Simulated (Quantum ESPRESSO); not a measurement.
Si7C, a curve over strain

Computed values, not a measurement. The program is pw.x of Quantum ESPRESSO 7.5 (plane-wave density functional theory). The cell is made up: 8 atoms on a zincblende/diamond lattice, with randomly drawn elements, strain and displacements, not relaxed. PseudoDojo standard norm-conserving files (v0.5 for PBE, v0.4.1 for LDA and PBEsol) set the functional; there is no spin polarisation, spin-orbit coupling or dispersion term, and the masses in the input are unused placeholders.

Seven runs add a strain to one cell (shear xy, as the tensor component); the atoms follow the cell and are not relaxed. Stress in the table is positive in tension.

Input of the run at -0.0014:

```
&control calculation='scf', pseudo_dir='./dojo.nc.sr.pbe.v0_5.standard.upf', outdir='./o', disk_io='medium', tprnfor=.true., tstress=.true. /
&system ibrav=0, nat=8, ntyp=2, nbnd=26, ecutwfc=82.02448710, nosym=.true., tot_charge=0,
 occupations='smearing', smearing='fd', degauss=0.0073498644
/
&electrons conv_thr=7.350e-09, electron_maxstep=60, /
ATOMIC_SPECIES
C 1.0 C.upf
Si 1.0 Si.upf
CELL_PARAMETERS angstrom
5.4375 0.0316 0.087
0.0314 5.5899 0.003
0.087 0.0029 5.5148
ATOMIC_POSITIONS angstrom
Si 0.0933 0.0068 -0.0899
Si 0.0463 2.7409 2.7724
Si 2.7195 0.0128 2.6754
Si 2.8416 2.7682 0.0392
Si 1.3742 1.3263 1.2905
C 1.5004 4.3123 4.2065
Si 4.2672 1.4513 4.4539
Si 4.1558 4.1782 1.4198
K_POINTS automatic
6 6 6 1 1 1
```

| added strain | free energy less that of the input shown (eV) | stress xx (GPa) | stress yy (GPa) | stress zz (GPa) | stress xy (GPa) | pressure (GPa) | iterations |
| --- | --- | --- | --- | --- | --- | --- | --- |
| -0.0222 | -0.0610 | 5.99 | 8.64 | 8.58 | -0.27 | -7.74 | 11 |
| -0.0193 | -0.0605 | 5.96 | 8.61 | 8.55 | 0.17 | -7.71 | 11 |
| -0.0034 | -0.0113 | 5.68 | 8.34 | 8.30 | 2.61 | -7.44 | 11 |
| -0.0014 | 0.0000 | 5.62 | 8.28 | 8.26 | 2.92 | -7.39 | 10 |
| +0.0047 | 0.0430 | 5.45 | 8.11 | 8.12 | 3.86 | -7.22 | 10 |
| +0.0085 | 0.0757 | 5.32 | 7.98 | 8.02 | 4.45 | -7.10 | 10 |
| +0.0140 | 0.1309 | 5.12 | 7.76 | 7.86 | 5.31 | -6.91 | 10 |

A cubic fit gives a slope of stress xy against the added strain of 154 GPa at zero added strain, with the atoms clamped. Across the table the free energy follows the integral of the stress to within 0.4 meV. A rerun of one of the cells at 1347 eV and a 8 x 8 x 8 mesh moved values by no more than 0.003 eV in energy, 0.02 GPa in stress and 0.006 eV/Å in force.